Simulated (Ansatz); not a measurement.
TaRu under pressure

Theory: Ansatz 0.2.0, DFT LDA, scalar-relativistic, plane waves, PAW. Cutoff 420 eV, 14×14×12 k-points (Γ-centred), Fermi-Dirac smearing of 0.15 eV. No spin polarisation. Phonons by linear response, acoustic sum rule imposed.

Equilibrium structure at this level:
```
CELL_PARAMETERS angstrom
3.00601 0.00000 0.00000
0.00000 3.00601 0.00000
0.00000 0.00000 3.36163
ATOMIC_POSITIONS crystal
Ta 0.50000 0.50000 0.50000
Ru 0.00000 0.00000 0.00000
```

In a metal, frequencies and elastic constants depend on the k mesh and the smearing, soft modes and shear constants most. Spin–orbit coupling is left out, which matters for heavy elements.

The cell is relaxed again at 2 and 6 GPa. How do volume, gap and optical modes at Γ (cm⁻¹, counted from the lowest optical one; a degenerate one stands once) change?

Results:

|  | 0 GPa | 2 GPa | 6 GPa |
| --- | --- | --- | --- |
| V/V0 | 1.000 | 0.993 | 0.980 |
| gap (eV) | 0.00 | 0.00 | 0.00 |
| mode 1 | 151 | 154 | 161 |
| mode 2 | 155 | 158 | 164 |